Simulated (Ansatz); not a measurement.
Q: Name crystals whose computed values (DFT-r²SCAN+D4 in the program Ansatz with PAW potentials) fall in these windows: ε∞ 9.8 to 14; HSE06 gap (eV) 1.2 to 1.4; highest Γ mode, no LO–TO term (cm⁻¹) 390 to 540.

A: 

| crystal | ε∞ | HSE06 gap (eV) | highest Γ mode, no LO–TO term (cm⁻¹) |
|---|---|---|---|
| MoSeS, P-3m1 (Mo on 2c, Se on 2d, S on 2d) | 12.2 | 1.32 | 446 |
Others may fit too.

Standing as an ambient phase not checked: MoSeS, P-3m1 (Mo on 2c, Se on 2d, S on 2d). The cell was relaxed under the symmetry of its start. Rows with no word on spin ran without spin polarisation. Spin–orbit coupling is left out wherever it is not named.

Potentials: the later of the program's two PAW sets.
